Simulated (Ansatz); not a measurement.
**Mg7FeO8: input and output of an SCF run**

System: Mg7FeO8, a cell of a measured crystal with one cation replaced (not relaxed); the cell holds 16 atoms. One Mg of COD entry 9006759 is replaced by Fe, with no charge compensation.

Computed with DFT, LDA, PAW, plane waves, scalar-relativistic (Ansatz development build ahead of 0.2.0).

Input file:

```yaml
crystal:
  lattice:
    - [8.55, 0.0, 0.0]
    - [0.0, 4.275, 0.0]
    - [0.0, 0.0, 4.275]
  atoms:
    - { symbol: Mg, position: [0.0, 0.0, 0.0] }
    - { symbol: Mg, position: [0.5, 0.0, 0.0] }
    - { symbol: O, position: [0.25, 0.0, 0.0] }
    - { symbol: O, position: [0.75, 0.0, 0.0] }
    - { symbol: Fe, position: [0.0, 0.5, 0.5], spin: 4.0 }
    - { symbol: Mg, position: [0.5, 0.5, 0.5] }
    - { symbol: O, position: [0.25, 0.5, 0.5] }
    - { symbol: O, position: [0.75, 0.5, 0.5] }
    - { symbol: Mg, position: [0.25, 0.0, 0.5] }
    - { symbol: Mg, position: [0.75, 0.0, 0.5] }
    - { symbol: O, position: [0.0, 0.0, 0.5] }
    - { symbol: O, position: [0.5, 0.0, 0.5] }
    - { symbol: Mg, position: [0.25, 0.5, 0.0] }
    - { symbol: Mg, position: [0.75, 0.5, 0.0] }
    - { symbol: O, position: [0.0, 0.5, 0.0] }
    - { symbol: O, position: [0.5, 0.5, 0.0] }
  symmetry: { detect: false, time_reversal: true }
magnetization:
  spin_polarized: true
hamiltonian:
  xc: lda
  pseudopotentials: { kind: paw }
basis:
  ecutwfc: 420
kpoints:
  mp_grid: { grid: [1, 2, 2] }
scf:
  occupations: { method: gaussian, width: 0.01 }
output:
  forces: true
  stress: true
  write_density: true
  write_potential: true
  elf: true
  volumetric_format: npy
```

The run was started with:
```sh
ansatz run input.yaml --threads 4 --pin off --max-ram 9216MiB --backend cpu --events-out ev --progress --plain --runs-dir out
```

Program output, abridged:

```
Pseudopotentials: kind: paw
Pseudopotential: Mg, paw, valence charge 10, recommended cutoff 420 eV (normal), Mg.paw.azcp
Pseudopotential: O, paw, valence charge 6, recommended cutoff 420 eV (normal), O.paw.azcp
Pseudopotential: Fe, paw, valence charge 16, recommended cutoff 420 eV (normal), Fe.paw.azcp
Functional definition: SPW92
Crystal: 16 atoms, lattice volume = 156.257 Å³
Basis set: ecut = 420 eV, 3061 PW (Γ)
Bands: 85, of which v1, the nominal top of the filled ones, is band 67 counted from 1 (66 counted from 0)
Symmetry: 1 space group operations
k-points: 4
Non-local potential: Mg, projectors of the file, l = 0: 3, l = 1: 2, l = 2: 1
Non-local potential: O, projectors of the file, l = 0: 2, l = 1: 2, l = 2: 1
Non-local potential: Fe, projectors of the file, l = 0: 3, l = 1: 2, l = 2: 3, l = 3: 1
PAW frozen core: Mg, regenerated for the run's functional, and the local potential with it (the file was generated under x = pbe(κ = 0.804, μ = 0.2195149727645171), c = pbe(β = 0.06672455060314922))
PAW frozen core: O, regenerated for the run's functional, and the local potential with it (the file was generated under x = pbe(κ = 0.804, μ = 0.2195149727645171), c = pbe(β = 0.06672455060314922))
PAW frozen core: Fe, regenerated for the run's functional, and the local potential with it (the file was generated under x = pbe(κ = 0.804, μ = 0.2195149727645171), c = pbe(β = 0.06672455060314922))
Initial density: superposition of atomic densities (chi_scale 0.1, normalization cell, long waves kept (reshape's long-wave potential 0.02 eV rms))
Starting moments: Σ|m| = 4 μB on 1 of 16 sites
Initial wavefunctions: pseudopotential atomic-orbital guess
Functional: x = slater, c = lda
SCF iter   1: F=—  HF=-22194.431911 eV  |F-HF|=—  |Δ(HF+E_count)|=         —  Δρ=5.51e-2 (↑4.07e-2 ↓5.51e-2)  dr2=9.01e0  dr2_m=2.45e-1  M=3.500 μB ∫|m|=3.513 μB  β_m=0.30  ethr=3.10e-3  ⟨swp⟩=6.2  Hψ=2542  notcnv=0  defer=2
Mixer restart at iter 1: flushing history
preconditioner: auto → Resta (q_TF=auto, 2.659 Å⁻¹)  ε∞=4.1  [insulator: Δε(μ)=0.187 eV  Ē_g=14.025 eV  σ=0.010 eV  W_gap=1.00  n_scr=54 (ndim 8)  ℏωp=24.9 eV  f_vac=0.000  D(μ)=0.00/eV (n_scr^D=0)  ε∞_Penn≈4.1]
spin=Collinear: Resta preconditioning applied to the charge; magnetization (m = ρ↑ − ρ↓) channel mixes plain (no charge-response kernel on spin).
SCF iter   2: F=—  HF=-22193.845909 eV  |F-HF|=—  |Δ(HF+E_count)|=   5.86e-1  Δρ=2.90e-2 (↑2.29e-2 ↓2.90e-2)  dr2=2.22e0  dr2_m=1.30e-1  M=3.500 μB ∫|m|=3.530 μB  β_m=0.41  ethr=3.10e-3  ⟨swp⟩=2.6  Hψ=1429  notcnv=0  defer=92
SCF iter   3: F=—  HF=-22193.853409 eV  |F-HF|=—  |Δ(HF+E_count)|=   7.50e-3  Δρ=1.36e-2 (↑1.17e-2 ↓1.36e-2)  dr2=5.48e-1  dr2_m=3.77e-2  M=3.500 μB ∫|m|=3.542 μB  β_m=0.58  ethr=1.65e-3  ⟨swp⟩=2.0  Hψ=846  notcnv=0  defer=96
SCF iter   4: F=—  HF=-22193.883367 eV  |F-HF|=—  |Δ(HF+E_count)|=   3.00e-2  Δρ=2.92e-3 (↑2.92e-3 ↓2.33e-3)  dr2=2.38e-2  dr2_m=5.06e-4  M=3.500 μB ∫|m|=3.560 μB  β_m=0.68  ethr=4.09e-4  ⟨swp⟩=2.8  Hψ=1257  notcnv=0  defer=96
SCF iter   5: F=—  HF=-22193.883926 eV  |F-HF|=—  |Δ(HF+E_count)|=   5.59e-4  Δρ=1.14e-3 (↑1.01e-3 ↓1.14e-3)  dr2=4.99e-3  dr2_m=5.16e-5  M=3.500 μB ∫|m|=3.564 μB  β_m=0.67  ethr=1.78e-5  ⟨swp⟩=2.0  Hψ=942  notcnv=0  defer=96
SCF iter   6: F=—  HF=-22193.883388 eV  |F-HF|=—  |Δ(HF+E_count)|=   5.37e-4  Δρ=3.14e-4 (↑3.14e-4 ↓2.73e-4)  dr2=2.96e-4  dr2_m=2.56e-5  M=3.500 μB ∫|m|=3.564 μB  β_m=0.73  ethr=3.72e-6  ⟨swp⟩=2.0  Hψ=1049  notcnv=0  defer=96
SCF iter   7: F=—  HF=-22193.883417 eV  |F-HF|=—  |Δ(HF+E_count)|=   2.92e-5  Δρ=1.17e-4 (↑1.17e-4 ↓1.06e-4)  dr2=5.26e-5  dr2_m=9.32e-7  M=3.500 μB ∫|m|=3.565 μB  β_m=0.79  ethr=2.21e-7  ⟨swp⟩=2.0  Hψ=973  notcnv=0  defer=96
SCF iter   8: F=—  HF=-22193.883421 eV  |F-HF|=—  |Δ(HF+E_count)|=   3.81e-6  Δρ=7.41e-5 (↑7.41e-5 ↓6.25e-5)  dr2=1.91e-5  dr2_m=1.50e-7  M=3.500 μB ∫|m|=3.565 μB  β_m=0.74  ethr=3.93e-8  ⟨swp⟩=2.4  Hψ=992  notcnv=0  defer=96
SCF iter   9: F=—  HF=-22193.883417 eV  |F-HF|=—  |Δ(HF+E_count)|=   4.69e-6  Δρ=9.69e-6 (↑9.69e-6 ↓9.32e-6)  dr2=3.98e-7  dr2_m=7.22e-9  M=3.500 μB ∫|m|=3.565 μB  β_m=0.74  ethr=1.43e-8  ⟨swp⟩=2.0  Hψ=1152  notcnv=0  defer=96
SCF iter  10: F=—  HF=-22193.883417 eV  |F-HF|=—  |Δ(HF+E_count)|=   1.13e-7  Δρ=6.59e-6 (↑6.59e-6 ↓4.63e-6)  dr2=1.37e-7  dr2_m=2.85e-9  M=3.500 μB ∫|m|=3.565 μB  β_m=0.73  ethr=2.97e-10  ⟨swp⟩=2.0  Hψ=1216  notcnv=0  defer=96
SCF iter  11: F=-22193.883417 eV  HF=-22193.883417 eV  |F-HF|=8.44e-9  |Δ(HF+E_count)|=   5.74e-9  Δρ=1.82e-6 (↑1.54e-6 ↓1.82e-6)  dr2=1.70e-8  dr2_m=4.55e-10  M=3.500 μB ∫|m|=3.565 μB  ethr=7.46e-11  ⟨swp⟩=12.0  Hψ=4930  notcnv=0
SCF 1 converged in 11 iterations: F = -22193.883417 eV  dr2 = 1.70e-8
  greatest PAW one-centre occupation: 1.006 electrons in one spin orbital (limit 2), on the Fe atom at site 4 (counted from 0), in its partial waves of l = 1
the last iteration of the SCF fills more bands at one k-point than at another: 68 at σ=↑ k=3 and 69 at σ=↑ k=0; 64 at σ=↓ k=3 and 67 at σ=↓ k=0 (a band counts as filled where it holds over half of its capacity, the bands of one level by their mean; [...]
SCF converged after 11 iterations
Magnetization: 3.5000 μB (68.7500 up, 65.2500 down)
Absolute magnetization: 3.5649 μB (∫|ρ↑−ρ↓|, with the PAW one-centre terms)
Spin contamination: 0.0223 ħ² per cell (⟨S²⟩ above its minimum at these occupations)
Per-site moments (μB) at R_I (Å): [(-0.0003, 0.8817), (-0.0001, 0.8817), (0.0005, 0.8817), (0.0005, 0.8817), (3.0048, 0.8817), (0.0045, 0.8817), (0.0503, 0.8817), (0.0503, 0.8817), (-0.0004, 0.8817), (-0.0004, 0.8817), (0.0751, 0.8817), (0.0065, 0.8817), (-0.0004, 0.8817), (-0.0004, 0.8817), (0.0751, 0.8817), (0.0065, 0.8817)]
Free energy (F): -22193.883417 eV
Harris-Foulkes:  -22193.883417 eV  (|F-HF|=8.44e-9)
Internal energy: -22193.883417 eV  (E = F + TS)
E sigma→0 (E₀):  -22193.883417 eV
Fermi energy:    10.855028 eV
--- Per-component energies (eV) ---
  E_band       = -2415.651588
  E_kinetic    = 2289.880448
  E_local      = -14288.191070  (includes V_loc(G=0)·N_el)
  E_nonlocal   = 1300.997235
  E_hartree    = 5124.039429
  E_xc         = -908.214964
  E_vxc        = -1172.140763  (∫ρ·V_xc dr)
  E_paw        = -4383.340277  (= ΣΔE_a)
  E_vpaw       = -794.297812  (= ΣTr[D̂ρ^β])
  E_aug_tail   = 0.020587  (compensation charges beyond the density's cutoff)
  E_ewald      = -11331.305068
  E_core_change = 2.230263  (= ΣΔE_core)
  E_smearing   = -0.000000  (= −TS)
  E_closure    = 0.000000  (closes the sum)
  Σ components = -22193.883417   (vs F -22193.883417, Δ=0.00e0)
--- Forces (eV/Å), atoms counted from 1 ---
  atom   1  Mg    -0.00000003    -0.00000003    -0.00000003
  atom   2  Mg     0.00000002    -0.00000002    -0.00000001
  atom   3  O     -0.11886753    -0.00000001     0.00000001
  atom   4  O      0.11886753    -0.00000000    -0.00000001
  atom   5  Fe    -0.00000001     0.00000006     0.00000002
  atom   6  Mg    -0.00000001     0.00000000    -0.00000001
  atom   7  O      0.62781004    -0.00000003    -0.00000004
  atom   8  O     -0.62781003     0.00000004     0.00000004
  atom   9  Mg    -0.04437963    -0.00000010     0.00000003
  atom  10  Mg     0.04437963     0.00000007    -0.00000002
  atom  11  O      0.00000000    -0.00000000     0.00000001
  atom  12  O      0.00000000     0.00000000    -0.00000000
  atom  13  Mg    -0.04438226     0.00000006    -0.00000007
  atom  14  Mg     0.04438227    -0.00000003     0.00000008
  atom  15  O     -0.00000000    -0.00000000    -0.00000000
  atom  16  O      0.00000000     0.00000000     0.00000001
  max |Σ_I F_I| component: 1.18e-8 eV/Å
--- Stress (GPa, compression-positive) ---
       -9.999237      -0.000001      -0.000001
       -0.000001     -14.218003      -0.000000
       -0.000001      -0.000000     -14.217989
  P = ⅓ Tr σ = -12.8117 GPa (-128.117 kbar)
--- Band table (eV; the first three rows and the last of 8) ---
k-point 0 ↑: bands = ["-77.5899", "-64.0462", "-63.8826", "-63.8818", "-63.8768", "-63.8768", "-63.8711", "-63.8422", "-44.2295", "-44.2295", "-43.6530", "-31.4898", "-31.4898", "-31.4815", "-31.3400", "-31.3400", "-31.3398", "-31.3330", "-31.3330", "-31.3280", "-31.3211", "-31.3195", "-31.3108", "-31.3108", "-31.3033", "-31.3024", "-31.3024", "-31.3006", "-31.3006", "-31.2789", "-31.2716", "-31.2716", "-9.2010", "-8.5062", "-8.2883", "-8.0766", "-7.6398", "-7.5540", "-7.4789", "-7.4762", "3.7132", "3.7132", "3.7325", "4.7114", "4.7308", "4.7308", "4.7865", "4.7865", [...]
k-point 1 ↑: bands = ["-77.5899", "-64.0461", "-63.8797", "-63.8794", "-63.8793", "-63.8793", "-63.8711", "-63.8425", "-44.2300", "-44.2295", "-43.6530", "-31.4922", "-31.4897", "-31.4821", "-31.3372", "-31.3342", "-31.3298", "-31.3281", "-31.3267", "-31.3216", "-31.3201", "-31.3197", "-31.3190", "-31.3173", "-31.3156", "-31.3138", "-31.3026", "-31.3006", "-31.2974", "-31.2780", "-31.2778", "-31.2756", "-8.5441", "-8.4945", "-8.0444", "-8.0116", "-7.8378", "-7.8353", "-7.5561", "-7.5280", "3.6799", "3.9737", "4.2293", "4.2566", "4.4986", "4.5477", "4.7784", "4.7916", [...]
k-point 2 ↑: bands = ["-77.5899", "-64.0461", "-63.8797", "-63.8794", "-63.8793", "-63.8793", "-63.8711", "-63.8425", "-44.2300", "-44.2295", "-43.6530", "-31.4922", "-31.4897", "-31.4821", "-31.3372", "-31.3342", "-31.3298", "-31.3281", "-31.3267", "-31.3216", "-31.3201", "-31.3197", "-31.3190", "-31.3173", "-31.3156", "-31.3138", "-31.3026", "-31.3006", "-31.2974", "-31.2780", "-31.2778", "-31.2756", "-8.5441", "-8.4945", "-8.0444", "-8.0116", "-7.8378", "-7.8353", "-7.5561", "-7.5280", "3.6799", "3.9737", "4.2293", "4.2566", "4.4986", "4.5477", "4.7784", "4.7916", [...]
k-point 3 ↓: bands = ["-74.0961", "-64.0463", "-63.8796", "-63.8796", "-63.8796", "-63.8796", "-63.8716", "-63.8397", "-40.8160", "-40.8160", "-40.3165", "-31.4923", "-31.4923", "-31.4835", "-31.3523", "-31.3454", "-31.3447", "-31.3447", "-31.3439", "-31.3381", "-31.3231", "-31.3231", "-31.3029", "-31.3029", "-31.3007", "-31.2993", "-31.2992", "-31.2937", "-31.2936", "-31.2723", "-31.2680", "-31.2680", "-8.1202", "-8.1202", "-7.8377", "-7.7776", "-7.7581", "-7.7530", "-7.7530", "-7.6666", "3.0687", "3.1414", "3.1684", "3.1684", "4.0548", "4.1461", "4.3746", "4.3746", [...]
```

Among 9 converged runs of this cell from various starts and settings, this end is the lowest found.

A semilocal functional without U tends to delocalise d and f electrons, and can give a metal where the real compound is an insulator. With one magnetic atom in the cell its copies can only be parallel; orders in a larger cell may lie lower. The mesh is coarse, so energy differences (and at times their sign) aren't converged.

The run took 27 s on 4 threads of Intel(R) Xeon(R) Processor @ 2.50GHz (Skylake/Cascade Lake) (shared host), peak memory 0.55 GiB.
